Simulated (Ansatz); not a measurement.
Consider the following.

LuZn:
```xyz
2
Lattice="3.4304 0.0000 0.0000 0.0000 3.4304 0.0000 0.0000 0.0000 3.4304" Properties=species:S:1:pos:R:3 pbc="T T T"
Lu     0.0000     0.0000     0.0000
Zn     1.7152     1.7152     1.7152
```

This is the PBEsol-relaxed structure.

Problem. All from DFT-PBEsol in the program Ansatz with PAW potentials, unless another level is named. Give the density of states at the Fermi level.

Solution. 0.87 states/eV per atom (mean over ±0.08 eV).

Problem. And the formation energy from the elements (no fitted shifts)?

Solution. -0.34 eV/atom.

Problem. Give the gap with spin–orbit coupling.

Solution. none (metallic).

Space group Pm-3m (CsCl type). The workflow started from an entry of the Crystallography Open Database (COD). Whether it is the stable phase at ambient conditions was not checked. Symmetry was held in the PBEsol relaxation; of distortions, only those at the zone centre were tested. The references are the lowest solids computed at this level, not always the standard phases. Scalar-relativistic: spin–orbit coupling is off unless named, which matters more the heavier the elements.

Potentials: the later of the program's two PAW sets.
